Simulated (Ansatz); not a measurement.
The following input was run with Ansatz 0.2.0.

```yaml
crystal:
  lattice:
    - [2.8870817579, 0.0, 0.0]
    - [-1.443540879, 2.5002861451, 0.0]
    - [0.0, 0.0, 4.6562135102]
  atoms:
    - { symbol: Ru, position: [0.0, 0.0, 0.5] }
    - { symbol: W, position: [0.66666667, 0.33333333, 0.0] }
basis:
  ecutwfc: 500
kpoints:
  mp_grid: { grid: [18, 18, 10] }
hamiltonian:
  xc: r2scan
scf:
  occupations: { method: gaussian, width: 0.1 }
output:
  forces: true
  stress: true
  eigenvalues: true
```

Run as
```bash
ansatz run input.yaml --threads 1 --pin off --max-ram 1331MiB --backend cpu --events-out ev --progress --plain --runs-dir out
```

Computed with DFT r2SCAN, scalar-relativistic, plane waves, PAW (Ansatz 0.2.0).

Part of what the program printed, abridged (final results; tables in files aren't shown):

```
SCF 1 converged in 8 iterations: F = -16287.284070 eV  dr2 = 2.34e-8
SCF converged after 8 iterations
Free energy (F): -16287.284070 eV
Harris-Foulkes:  -16287.284070 eV  (|F-HF|=5.35e-9)
Internal energy: -16287.275668 eV  (E = F + TS)
E sigma→0 (E₀):  -16287.279869 eV
Entropy (-TS):   -0.008402 eV (-4.201 meV/atom)
Fermi energy:    19.090332 eV
--- Per-component energies (eV) ---
  E_band       = -260.066992
  E_kinetic    = 954.380540
  E_local      = -2140.972483  (includes V_loc(G=0)·N_el)
  E_nonlocal   = 344.032946
  E_hartree    = 716.067827
  E_xc         = -429.038711
  E_vxc        = -520.896225  (∫ρ·V_xc dr)
  E_paw        = -12071.411743  (= ΣΔE_a)
  E_vpaw       = -360.818037  (= ΣTr[D̂ρ^β])
  E_aug_tail   = 0.000039  (compensation charges beyond the density's cutoff)
  E_vtau       = 32.067930  (kinetic-family band-sum trace: ∫τ·v_τ [+ j·A + Jᵃ·Aᵃ] dr)
  E_ewald      = -3659.435178
  E_core_change = -0.898904  (= ΣΔE_core)
  E_smearing   = -0.008402  (= −TS)
--- Forces (eV/Å), atoms counted from 1 ---
  atom   1  Ru     0.00000000     0.00000000     0.00000000
  atom   2  W      0.00000000     0.00000000     0.00000000
--- Stress (GPa, compression-positive) ---
      -30.966075       0.000000       0.000000
        0.000000     -30.966075       0.000000
        0.000000       0.000000     -32.750722
  P = ⅓ Tr σ = -31.5610 GPa (-315.610 kbar)
--- Band table (eV; the first three rows and the last of 222) ---
  k-point 0: bands = ["-56.6363", "-55.4157", "-24.5760", "-24.4045", "-24.4045", "-20.2200", "-19.7258", "-19.7258", "10.8438", "14.0675", "17.5532", "17.5532", "17.9280", "18.8208", "18.8208", "19.1271", "19.1271", "19.9605", "22.4793"]
  k-point 1: bands = ["-56.6361", "-55.4159", "-24.5731", "-24.4045", "-24.4045", "-20.2248", "-19.7259", "-19.7259", "10.9383", "14.0792", "17.5281", "17.5281", "17.8585", "18.6752", "18.6752", "19.3187", "19.3187", "19.6842", "22.4844"]
  k-point 2: bands = ["-56.6357", "-55.4164", "-24.5655", "-24.4043", "-24.4043", "-20.2371", "-19.7261", "-19.7261", "11.2099", "14.0970", "17.4736", "17.4736", "17.6568", "18.4629", "18.4629", "19.0435", "19.6516", "19.6516", "22.4845"]
  k-point 221: bands = ["-56.5602", "-55.3608", "-24.7038", "-24.6903", "-24.4887", "-20.2971", "-20.2837", "-20.1194", "15.5307", "15.7634", "16.0772", "16.2748", "17.0637", "17.7474", "19.2552", "19.3056", "21.2251", "22.4977", "26.4449"]
```

Self-consistency was reached.

Spin–orbit coupling is left out, which can shift energies with elements as heavy as these.